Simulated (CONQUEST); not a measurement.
# Relaxation of the atoms of WSe2 (P6_3/mmc, 12 atoms in the cell; from Materials Project mp-1821, lattice scaled a little) at several settings

```yaml
crystal:
  lattice:
    - [3.37803, 0.00000, 0.00000]
    - [0.00000, 5.85092, 0.00000]
    - [0.00000, 0.00000, 13.97759]
  atoms:
    - { symbol: W, position: [0.50000, 0.16667, 0.75000] }
    - { symbol: W, position: [0.00000, 0.33333, 0.25000] }
    - { symbol: W, position: [0.00000, 0.66667, 0.75000] }
    - { symbol: W, position: [0.50000, 0.83333, 0.25000] }
    - { symbol: Se, position: [0.00000, 0.33333, 0.87100] }
    - { symbol: Se, position: [0.50000, 0.16667, 0.12900] }
    - { symbol: Se, position: [0.50000, 0.16667, 0.37100] }
    - { symbol: Se, position: [0.00000, 0.33333, 0.62900] }
    - { symbol: Se, position: [0.50000, 0.83333, 0.87100] }
    - { symbol: Se, position: [0.00000, 0.66667, 0.12900] }
    - { symbol: Se, position: [0.00000, 0.66667, 0.37100] }
    - { symbol: Se, position: [0.50000, 0.83333, 0.62900] }
```

Base: PBE, numerical atomic orbitals double-zeta with polarisation (the shipped basis), PseudoDojo norm-conserving potentials made for PBE (CONQUEST 1.3). Its settings: basis = DZP; Diag.MPMeshX, Y, Z = 5 3 2; potentials = PseudoDojo norm-conserving PBE; Grid.GridCutoff = 140 Ha; DM.SolutionMethod = diagon; Diag.kT = 0.000367 Ha; Diag.GammaCentred = true; minE.SCTolerance = 1.0e-06; SC.MaxIters = 100; SC.LinearMixingFactor = 0.3; AtomMove.TypeOfRun = static. Starting volume 23.02 Å³ per atom.

Each line gives the change from the base single point and the result:

- atoms moved at random; AtomMove.TypeOfRun: static → cg; AtomMove.NumSteps: default → 40; AtomMove.MaxForceTol: default → 1.94e-03 Ha/bohr; AtomMove.ReuseDM: default → true: pressure -1.30 GPa; largest force (vector length) 0.039 eV/Å; relaxation steps 3; free energy against the base single point 0.0 meV/atom.
- atoms moved at random; AtomMove.TypeOfRun: static → cg; AtomMove.NumSteps: default → 40; AtomMove.MaxForceTol: default → 5.83e-04 Ha/bohr; AtomMove.ReuseDM: default → true: pressure -1.32 GPa; largest force (vector length) 0.022 eV/Å; relaxation steps 6; free energy against the base single point -0.1 meV/atom.

Spin-orbit coupling is left out, which matters for bands and gaps with elements this heavy. The program uses no crystal symmetry, so grid and mesh can part values that symmetry would make equal. The atom-centred basis is finite, which shifts total energies and pressures against plane waves. The structure comes from a collection of computed structures, made at another level of theory; the collection holds predicted forms beside known ones. Its lattice was then scaled.
